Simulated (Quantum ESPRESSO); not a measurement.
Si2AlO5F, one run as intended and one with a planted mistake

A calculation, not a measurement. The program is pw.x of Quantum ESPRESSO 7.5 (plane-wave density functional theory). The cell is made up: 9 atoms on a quartz lattice, with randomly drawn elements, strain and displacements, not relaxed. PseudoDojo standard norm-conserving files (v0.5 for PBE, v0.4.1 for LDA and PBEsol) set the functional; there is no spin polarisation, spin-orbit coupling or dispersion term, and the masses in the input are unused placeholders.

Intended input:

```
&control calculation='scf', pseudo_dir='./dojo.nc.sr.pbe.v0_5.standard.upf', outdir='./o', disk_io='low', tprnfor=.true., tstress=.true. /
&system ibrav=0, nat=9, ntyp=4, nbnd=30, ecutwfc=84.00895049, nosym=.true., tot_charge=0,
 occupations='smearing', smearing='fd', degauss=0.0018374661
/
&electrons conv_thr=7.350e-09, electron_maxstep=60, /
ATOMIC_SPECIES
Al 1.0 Al.upf
F 1.0 F.upf
O 1.0 O.upf
Si 1.0 Si.upf
CELL_PARAMETERS angstrom
5.0453 -0.0713 -0.0627
-2.5844 4.5065 0.0135
-0.0692 -0.0228 5.5582
ATOMIC_POSITIONS angstrom
Si 2.3534 -0.0428 3.6429
Al -1.2483 2.0695 1.9366
Si 1.4443 2.3899 0.0318
O 1.333 1.1141 4.4009
O 3.2042 0.61 2.4003
O 2.857 2.6233 0.5944
O 0.2422 1.7284 1.3065
O -1.1955 3.1825 2.9981
F 0.6798 3.7151 4.845
K_POINTS automatic
5 5 4 1 1 1
```

The log is shortened where brackets say so; the opening notice, blank lines, dates and the lines on written files are dropped, and the path of the files is cut. It prints rydbergs, bohrs and kilobars, and counts compression as positive stress. Where no state is partly filled, the Fermi energy that it prints is only some level between the filled and the empty states on the mesh, and need not lie in the true gap.

Log of the intended run:

```
     Program PWSCF v.7.5
     Parallel version (MPI & OpenMP), running on       4 processor cores
     Number of MPI processes:                 4
     Threads/MPI process:                     1
     [start-up lines left out]
     bravais-lattice index     =            0
     lattice parameter (alat)  =       9.5359  a.u.
     unit-cell volume          =     845.7620 (a.u.)^3
     number of atoms/cell      =            9
     number of atomic types    =            4
     number of electrons       =        48.00
     number of Kohn-Sham states=           30
     kinetic-energy cutoff     =      84.0090  Ry
     charge density cutoff     =     336.0358  Ry
     scf convergence threshold =      7.3E-09
     mixing beta               =       0.7000
     number of iterations used =            8  plain     mixing
     Exchange-correlation= PBE
                           (   1   4   3   4   0   0   0)
     [axes and pseudopotential details left out]
   Cartesian axes
     site n.     atom                  positions (alat units)
         1        Si     tau(   1) = (   0.4663714  -0.0084816   0.7219105  )
         2        Al     tau(   2) = (  -0.2473746   0.4101111   0.3837744  )
         3        Si     tau(   3) = (   0.2862157   0.4736045   0.0063018  )
         4        O      tau(   4) = (   0.2641595   0.2207803   0.8721228  )
         5        O      tau(   5) = (   0.6349737   0.1208832   0.4756655  )
         6        O      tau(   6) = (   0.5661694   0.5198572   0.1177918  )
         7        O      tau(   7) = (   0.0479966   0.3425156   0.2589080  )
         8        O      tau(   8) = (  -0.2369113   0.6306734   0.5941310  )
         9        F      tau(   9) = (   0.1347154   0.7362183   0.9601297  )
     number of k points=    50  Fermi-Dirac smearing, width (Ry)=  0.0018
                       cart. coord. in units 2pi/alat
        k(    1) = (   0.1038722   0.1711989   0.1154808), wk =   0.0400000
        k(    2) = (   0.1067067   0.1721444   0.3424906), wk =   0.0400000
     [further k points left out]
     Dense  grid:    87963 G-vectors     FFT dimensions: (  60,  60,  64)
     Estimated max dynamical RAM per process >     179.32 MB
     Estimated total dynamical RAM >     652.86 MB
     Initial potential from superposition of free atoms
     starting charge      47.9963, renormalised to      48.0000
     Starting wfcs are   36 randomized atomic wfcs
     total cpu time spent up to now is        6.0 secs
     per-process dynamical memory:   136.5 Mb
     Self-consistent Calculation
     iteration #  1     ecut=    84.01 Ry     beta= 0.70
     Davidson diagonalization with overlap
     ethr =  1.00E-02,  avg # of iterations =  3.0
     total cpu time spent up to now is       15.9 secs
     total energy              =    -235.56086357 Ry
     estimated scf accuracy    <       2.87573544 Ry
     iteration #  2     ecut=    84.01 Ry     beta= 0.70
     Davidson diagonalization with overlap
     ethr =  5.99E-03,  avg # of iterations =  2.2
     total cpu time spent up to now is       25.0 secs
     total energy              =    -236.08519806 Ry
     estimated scf accuracy    <       3.45716619 Ry
     [iterations 3 to 10 left out]
     iteration # 11     ecut=    84.01 Ry     beta= 0.70
     Davidson diagonalization with overlap
     ethr =  5.12E-10,  avg # of iterations =  2.0
     total cpu time spent up to now is      117.9 secs
     total energy              =    -236.82151524 Ry
     estimated scf accuracy    <       0.00000002 Ry
     iteration # 12     ecut=    84.01 Ry     beta= 0.70
     Davidson diagonalization with overlap
     ethr =  4.26E-11,  avg # of iterations =  2.4
     total cpu time spent up to now is      130.8 secs
     End of self-consistent calculation
     [lines on levels left out]
     the Fermi energy is     4.5733 ev
!    total energy              =    -236.82151524 Ry
     estimated scf accuracy    <          5.1E-09 Ry
     smearing contrib. (-TS)   =       0.00000000 Ry
     internal energy E=F+TS    =    -236.82151524 Ry
     The total energy is F=E-TS. E is the sum of the following terms:
     one-electron contribution =    -121.95109299 Ry
     hartree contribution      =      85.72750435 Ry
     xc contribution           =     -61.98757636 Ry
     ewald contribution        =    -138.61035025 Ry
     convergence has been achieved in  12 iterations
     Forces acting on atoms (cartesian axes, Ry/au):
     atom    1 type  4   force =    -0.18447190    0.03014438   -0.18586072
     atom    2 type  1   force =     0.03366333   -0.03609525   -0.17562370
     atom    3 type  4   force =    -0.12960486   -0.24689035    0.11295949
     atom    4 type  3   force =     0.05962645    0.00095559    0.01504602
     atom    5 type  3   force =    -0.09943748   -0.20896738    0.15641823
     atom    6 type  3   force =    -0.01981493    0.05215231   -0.06124894
     atom    7 type  3   force =     0.22084240    0.06226758   -0.18894876
     atom    8 type  3   force =     0.09501730    0.32570639    0.30933158
     atom    9 type  2   force =     0.02417969    0.02072671    0.01792680
     Total force =     0.763170     Total SCF correction =     0.000064
     Computing stress (Cartesian axis) and pressure
          total   stress  (Ry/bohr**3)                   (kbar)     P=       34.66
   0.00014130  -0.00019652   0.00050147           20.79      -28.91       73.77
  -0.00019652   0.00040779   0.00006746          -28.91       59.99        9.92
   0.00050147   0.00006746   0.00015765           73.77        9.92       23.19
     init_run     :      5.59s CPU      5.81s WALL (       1 calls)
     electrons    :    124.03s CPU    124.92s WALL (       1 calls)
     forces       :      1.54s CPU      1.55s WALL (       1 calls)
     stress       :      5.25s CPU      5.26s WALL (       1 calls)
     [timing details left out]
     PWSCF        :   2m16.65s CPU   2m17.81s WALL
     JOB DONE.
```

A second run has one planted mistake: the cell has the wrong charge. The input lines that differ, file-writing options aside:

```
- &system ibrav=0, nat=9, ntyp=4, nbnd=30, ecutwfc=84.00895049, nosym=.true., tot_charge=0,
+ &system ibrav=0, nat=9, ntyp=4, nbnd=31, ecutwfc=84.00895049, nosym=.true., tot_charge=-1,
```

Its log:

```
     Program PWSCF v.7.5
     Parallel version (MPI & OpenMP), running on       4 processor cores
     Number of MPI processes:                 4
     Threads/MPI process:                     1
     [start-up lines left out]
     bravais-lattice index     =            0
     lattice parameter (alat)  =       9.5359  a.u.
     unit-cell volume          =     845.7620 (a.u.)^3
     number of atoms/cell      =            9
     number of atomic types    =            4
     number of electrons       =        49.00
     number of Kohn-Sham states=           31
     kinetic-energy cutoff     =      84.0090  Ry
     charge density cutoff     =     336.0358  Ry
     scf convergence threshold =      7.3E-09
     mixing beta               =       0.7000
     number of iterations used =            8  plain     mixing
     Exchange-correlation= PBE
                           (   1   4   3   4   0   0   0)
     [axes and pseudopotential details left out]
   Cartesian axes
     site n.     atom                  positions (alat units)
         1        Si     tau(   1) = (   0.4663714  -0.0084816   0.7219105  )
         2        Al     tau(   2) = (  -0.2473746   0.4101111   0.3837744  )
         3        Si     tau(   3) = (   0.2862157   0.4736045   0.0063018  )
         4        O      tau(   4) = (   0.2641595   0.2207803   0.8721228  )
         5        O      tau(   5) = (   0.6349737   0.1208832   0.4756655  )
         6        O      tau(   6) = (   0.5661694   0.5198572   0.1177918  )
         7        O      tau(   7) = (   0.0479966   0.3425156   0.2589080  )
         8        O      tau(   8) = (  -0.2369113   0.6306734   0.5941310  )
         9        F      tau(   9) = (   0.1347154   0.7362183   0.9601297  )
     number of k points=    50  Fermi-Dirac smearing, width (Ry)=  0.0018
                       cart. coord. in units 2pi/alat
        k(    1) = (   0.1038722   0.1711989   0.1154808), wk =   0.0400000
        k(    2) = (   0.1067067   0.1721444   0.3424906), wk =   0.0400000
     [further k points left out]
     Dense  grid:    87963 G-vectors     FFT dimensions: (  60,  60,  64)
     Estimated max dynamical RAM per process >     182.36 MB
     Estimated total dynamical RAM >     665.00 MB
     Initial potential from superposition of free atoms
     starting charge      47.9963, renormalised to      49.0000
     Starting wfcs are   36 randomized atomic wfcs
     total cpu time spent up to now is        8.0 secs
     per-process dynamical memory:   141.9 Mb
     Self-consistent Calculation
     iteration #  1     ecut=    84.01 Ry     beta= 0.70
     Davidson diagonalization with overlap
     ethr =  1.00E-02,  avg # of iterations =  3.1
     total cpu time spent up to now is       26.5 secs
     total energy              =    -235.47398937 Ry
     estimated scf accuracy    <       1.88318024 Ry
     iteration #  2     ecut=    84.01 Ry     beta= 0.70
     Davidson diagonalization with overlap
     ethr =  3.84E-03,  avg # of iterations =  2.7
     total cpu time spent up to now is       40.6 secs
     total energy              =    -235.84809656 Ry
     estimated scf accuracy    <       2.37090872 Ry
     [iterations 3 to 9 left out]
     iteration # 10     ecut=    84.01 Ry     beta= 0.70
     Davidson diagonalization with overlap
     ethr =  9.10E-10,  avg # of iterations =  2.3
     total cpu time spent up to now is      161.3 secs
     total energy              =    -236.33923800 Ry
     estimated scf accuracy    <       0.00000008 Ry
     iteration # 11     ecut=    84.01 Ry     beta= 0.70
     Davidson diagonalization with overlap
     ethr =  1.61E-10,  avg # of iterations =  2.1
     total cpu time spent up to now is      175.9 secs
     End of self-consistent calculation
     [lines on levels left out]
     the Fermi energy is     7.0540 ev
!    total energy              =    -236.33923802 Ry
     estimated scf accuracy    <          5.2E-09 Ry
     smearing contrib. (-TS)   =      -0.00023084 Ry
     internal energy E=F+TS    =    -236.33900718 Ry
     The total energy is F=E-TS. E is the sum of the following terms:
     one-electron contribution =    -121.37916215 Ry
     hartree contribution      =      86.42510580 Ry
     xc contribution           =     -62.77460058 Ry
     ewald contribution        =    -138.61035025 Ry
     convergence has been achieved in  11 iterations
     Forces acting on atoms (cartesian axes, Ry/au):
     atom    1 type  4   force =    -0.15301730    0.04122258   -0.15281927
     atom    2 type  1   force =     0.03862834   -0.04598171   -0.18026327
     atom    3 type  4   force =    -0.12502636   -0.22787203    0.09226350
     atom    4 type  3   force =     0.02762251    0.00566088    0.01131718
     atom    5 type  3   force =    -0.09686631   -0.18708790    0.10263767
     atom    6 type  3   force =     0.01819146    0.03536430   -0.03309032
     atom    7 type  3   force =     0.19427256    0.03221682   -0.13903956
     atom    8 type  3   force =     0.07077021    0.30192321    0.27198911
     atom    9 type  2   force =     0.02542490    0.04455386    0.02700496
     Total force =     0.671397     Total SCF correction =     0.000070
     Computing stress (Cartesian axis) and pressure
          total   stress  (Ry/bohr**3)                   (kbar)     P=      244.23
   0.00146109  -0.00040814   0.00056957          214.93      -60.04       83.79
  -0.00040814   0.00192031  -0.00014954          -60.04      282.49      -22.00
   0.00056957  -0.00014954   0.00159927           83.79      -22.00      235.26
     init_run     :      7.12s CPU      7.35s WALL (       1 calls)
     electrons    :    166.87s CPU    167.89s WALL (       1 calls)
     forces       :      3.01s CPU      3.08s WALL (       1 calls)
     stress       :      7.24s CPU      7.25s WALL (       1 calls)
     [timing details left out]
     PWSCF        :   3m 5.01s CPU   3m 6.45s WALL
     JOB DONE.
```

```
                                            intended run  run with the mistake
                          free energy (eV)     -3222.121             -3215.559
                    smearing term -TS (eV)        0.0000               -0.0031
                            pressure (GPa)          3.47                 24.42
            largest force component (eV/Å)         8.374                 7.763
largest change of a force component (eV/Å)                               1.383
                                iterations            12                    11
```

For scale, a rerun of the intended cell at 1437 eV and a 7 x 7 x 6 mesh moved values by no more than 0.003 eV in energy, 0.02 GPa in stress and 0.002 eV/Å in force. The charged cell sits in a uniform background, so its energy and stress rest on the program's zero of potential. The number of bands, nbnd, was set by rule from the electron count and the smearing, so it follows the mistake.